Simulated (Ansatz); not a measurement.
## Response of LiF

Input of a DFT run with Ansatz (development build), a test cell that isn't relaxed; energies in eV and lengths in Å:

```yaml
crystal:
  lattice:
    - [0.0, 2.015, 2.015]
    - [2.015, 0.0, 2.015]
    - [2.015, 2.015, 0.0]
  atoms:
    - { symbol: Li, position: [0.0, 0.0, 0.0] }
    - { symbol: F, position: [0.5, 0.5, 0.5] }
kpoints:
  mp_grid: { grid: [6, 6, 6] }
hamiltonian:
  xc: pbe
  dispersion: none
  pseudopotentials: { kind: nc, accuracy: standard }
scf:
  occupations: { method: fixed }
dielectric:
  raman: true
```

Command: `ansatz run input.yaml --threads 60 --backend cuda`

It ran on PseudoDojo norm-conserving at 1143 eV.

Caveats: coarse k mesh.

Question: What clamped-ion dielectric tensor of the whole cell results, and what Born charges (diagonal parts)?

Answer: 
```
2.05 0.00 0.00
0.00 2.05 0.00
0.00 0.00 2.05
```
```tsv
atom	Zxx	Zyy	Zzz
Li1	1.05	1.05	1.05
F2	-1.05	-1.05	-1.05
```

Question: How long does it take on 1 NVIDIA GB300 GPU, shared host?

Answer: About 5 s of wall time, 2.3 GiB of host memory.
